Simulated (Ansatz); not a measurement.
**Two states of GdTiH₃**

```
Ti H Gd
1.0
     3.69932    0.00000    0.00000
     0.00000    3.69932    0.00000
     0.00000    0.00000    3.69932
Ti H Gd
1 3 1
Direct
  0.00000 0.00000 0.00000
  0.50000 0.00000 0.00000
  0.00000 0.50000 0.00000
  0.00000 0.00000 0.50000
  0.50000 0.50000 0.50000
```

Level: PBE, with U_eff = 6.44 eV on Gd f (all-electron-ortho-atomic projectors); 420 eV; 6×6×6 Γ-centred mesh; fermi-dirac occupations (width 0.1 eV); Ansatz 0.2.0, fixed geometry.

State A: no moments (no spin polarisation). State B: Gd5 down (collinear spin).

Problem. Compare the two self-consistent states.

Solution. State B is lower by 1661.7 meV an atom at zero smearing; in free energy at this smearing B lies -1656.3 meV an atom from A.

```json
{"state": "A", "free energy (meV/atom)": "1656.3", "largest moment in a small sphere (μB)": "0.00", "net moment (μB/cell)": "0.00", "gap on mesh (eV)": "metal", "pressure (GPa)": "10.9", "largest force (eV/Å)": "0.00"}
{"state": "B", "free energy (meV/atom)": "0.0", "largest moment in a small sphere (μB)": "7.07", "net moment (μB/cell)": "7.55", "gap on mesh (eV)": "metal", "pressure (GPa)": "6.4", "largest force (eV/Å)": "0.00"}
```

Origin: a known structure type with other elements, at an estimated volume, so it need not be a known compound. Caveats: open f shell without moments.
